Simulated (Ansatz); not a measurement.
A geometry of CsPbCl$_{3}$ away from equilibrium: step 2 of the relaxation of a relaxed CsPbCl3 cell shaken by Gaussian noise of σ = 0.08 Å a coordinate. Computed with r2SCAN (plane waves to 500 eV, PAW, scalar-relativistic; Ansatz, a quantum-chemistry and plane-wave program). Γ-centred k-mesh 4×4×4 on the run's cell (coarser than for final values), Fermi–Dirac smearing 0.05 eV.

```
CELL_PARAMETERS angstrom
      4.05367     2.32397     6.37336
     -4.03850     2.33251     6.36059
      0.01498    -4.67481     6.37369
ATOMIC_POSITIONS crystal
  Cs 0.26240 0.25307 0.25521
  Cs 0.74739 0.73993 0.74735
  Pb 0.01032 0.99418 0.00852
  Pb 0.51396 0.49586 0.50160
  Cl 0.70079 0.80471 0.25854
  Cl 0.25580 0.68062 0.81630
  Cl 0.80799 0.26476 0.67949
  Cl 0.32598 0.17751 0.74127
  Cl 0.75506 0.31361 0.19025
  Cl 0.19352 0.75555 0.30055
```

Task: Which atoms carry the largest force, and which way does it point?

Result: 0.31 eV/Å, on Cl7 (atoms numbered as listed); on Cl7 its components are (0.22, -0.11, 0.19).

Task: What is the pressure?

Result: 0.0 GPa, compression positive.

No spin polarisation in the result.

The end of the path is a generated cell of CsPbCl3: the first start was made by placing the elements on the sites of a structure type, and the end was not matched to a known phase here, so it may be hypothetical. Known forms of CsPbCl3 include space group No. 221.
